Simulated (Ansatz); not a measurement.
This cell of SiC (zinc blende) is off equilibrium:

```xyz
2
Lattice="0.0000 2.2268 2.1674 2.2268 0.0000 2.1674 2.2268 2.2268 0.0000" Properties=species:S:1:pos:R:3 pbc="T T T"
C      1.1134     1.1134     1.0837
Si     0.0000     0.0000     0.0000
```

Computed with r2SCAN (plane waves to 500 eV, PAW, scalar-relativistic; Ansatz, an electronic-structure program). k mesh 13×13×13 (Γ-centred), Fermi-Dirac smearing 0.05 eV. Energies are smeared free energies. Stress and pressure are positive under compression. SiC was relaxed with its symmetry unable to fall.

### Question
Give the stress tensor in GPa and the pressure.

### Answer
```
  -10.7      0.0      0.0
    0.0    -10.7      0.0
    0.0      0.0     -3.6
```
The pressure, a third of the trace, is -8.3 GPa.

### Question
It is the relaxed cell deformed to V/V₀ = 1.040, (c/a)/(c/a)₀ = 0.973, c along z, fractional positions held. What is its energy relative to the relaxed cell?

### Answer
15.4 meV/atom.

(Under strain, the slope of the energy per volume gives the stress and its curvature an elastic modulus.)
